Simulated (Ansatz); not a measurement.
Space group P-6m2 (No. 187). a = 2.932 Å, b = 2.932 Å, c = 8.618 Å, α = 90.00°, β = 90.00°, γ = 120.00°
| atom | site | symmetry | x | y | z |
| --- | --- | --- | --- | --- | --- |
| Mg | 1f | -6m2 | 0.6667 | 0.3333 | 0.5000 |
| Zn | 1e | -6m2 | 0.6667 | 0.3333 | 0.0000 |
| Zn | 2g | 3m. | 0.0000 | 0.0000 | 0.7638 |

Equation of state of this MgZn3 structure (not necessarily the ground state), with shape and atoms relaxed at each volume where symmetry leaves them free. It has no gap at any of these volumes. Theory: Ansatz 0.2.0, DFT r2SCAN, scalar-relativistic, plane waves, PAW.

Settings: cutoff 500 eV, Γ-centred mesh 18×18×6 on the computed 4-atom cell, Gaussian smearing of 0.10 eV; no spin polarisation.

| V (Å³/atom) | E − E(largest V) (meV/atom) | P (GPa) |
| --- | --- | --- |
| 15.078 | 2.90 | 4.64 |
| 15.559 | -7.18 | 2.11 |
| 16.040 | -10.23 | -0.01 |
| 16.522 | -7.44 | -1.75 |
| 17.003 | 0.00 | -3.16 |

Question: Fit a third-order Birch–Murnaghan equation to E(V).

Answer: V0 = 16.03 Å³/atom, B0 = 64 GPa, B0' = 5.8.

Cost: 5 runs of about 17 core-minutes in all, on Arm Neoverse V2 (shared hosts).